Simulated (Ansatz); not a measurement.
Relaxed KI (rock salt):

```xyz
2
Lattice="0.0000 3.5458 3.5458 3.5458 0.0000 3.5458 3.5458 3.5458 0.0000" Properties=species:S:1:pos:R:3 pbc="T T T"
I      0.0000     0.0000     0.0000
K      3.5458     3.5458     3.5458
```

In each cell atom 2 (K, nearest neighbour I at 3.546 Å; its periodic images, 5.0 Å or more away, move with it) moves by s·(0.707, 0.707, 0.000) (along Cartesian [110]), the rest being held.

Computed with r2SCAN (plane waves to 500 eV, PAW, scalar-relativistic; Ansatz, a quantum-chemistry and plane-wave program). k mesh 7×7×7 (Γ-centred), Fermi-Dirac smearing 0.05 eV. The energy includes the smearing's −TS. KI was relaxed with its symmetry unable to fall. Spin-orbit coupling is left out, though I is heavy. The zero of ΔE is the undisplaced structure.

| s (Å) | ΔE (meV/cell) |
|---|---|
| -0.710 | 322 |
| -0.568 | withheld |
| -0.426 | 107 |
| -0.284 | 46 |
| -0.142 | 11 |
| 0.000 | 0 |
| 0.142 | 11 |
| 0.284 | 46 |
| 0.426 | 107 |
| 0.568 | withheld |
| 0.710 | 322 |

Task: Fit an even polynomial form (powers 2, 4) to the given rows and predict ΔE at s = -0.568.

Result: Least squares on the 9 given rows: ΔE = (560.4)·s² + (155.6)·s⁴, in meV/cell with s in Å; root-mean-square residual 0.2 meV/cell. At -0.568 the fit gives 197 meV/cell; the calculation gives 198 meV/cell, so the interpolation is off by -1 (-0.5 %). The quadratic term alone would give 181 meV/cell.

(A displaced cell: forces are minus the slopes of the energy, force constants its curvatures, and phonons follow from these.)
